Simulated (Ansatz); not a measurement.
Below is a relaxed structure of Ti₂Al₃N₅. The cell was found from a structure generator's guess, not taken from experiment.

These are results of Ansatz 0.2.0, DFT PBE, scalar-relativistic, plane waves, PAW, not measurements. Cutoff 420 eV, Γ-centred mesh, Gaussian smearing, no spin polarisation.

```
Ti Al N
1.0
    -1.46197    1.46197   10.47075
     1.46197   -1.46197   10.47075
     1.46197    1.46197  -10.47075
Ti Al N
2 3 5
Direct
  0.79842 0.79842 0.00000
  0.20158 0.20158 0.00000
  0.40365 0.40365 0.00000
  0.00000 0.00000 0.00000
  0.59635 0.59635 0.00000
  0.90389 0.90389 0.00000
  0.50000 0.50000 0.00000
  0.09611 0.09611 0.00000
  0.69445 0.69445 0.00000
  0.30555 0.30555 0.00000
```

The zero of energy is the elements' standard structures at the same level (N₂ as a molecule); no fitted shifts are applied.

Problem. Find its symmetry and describe it.

Solution. I4/mmm (No. 139), with Ti and Al ordered on rock salt sites. Conventional cell: a = 2.924 Å, c = 20.941 Å. Ti is surrounded by 6 N at 2.07–2.21 Å, 8 Ti at 2.90–2.92 Å and 4 Al at 3.02 Å; around Al on a site of symmetry 4mm lie 6 N at 2.02–2.07 Å, 8 Al at 2.89–2.92 Å and 4 Ti at 3.02 Å; around Al on a site of symmetry 4/mmm lie 6 N at 2.01–2.07 Å; around N on a site of symmetry 4mm lie 5 Al at 2.01–2.07 Å and 1 Ti at 2.21 Å; 2 more sites not described.

Problem. How far does it lie from the elements in energy?

Solution. −1.36 eV/atom. A negative formation energy is needed for stability but isn't enough: competing phases decide.

Problem. Is it a metal?

Solution. Yes, bands cross the Fermi level on the 18×18×18 mesh.

The last run used an 18×18×18 mesh for its 10-atom cell and Gaussian smearing of 0.10 eV. Symmetry constrained the relaxation, so the result can be a saddle point.
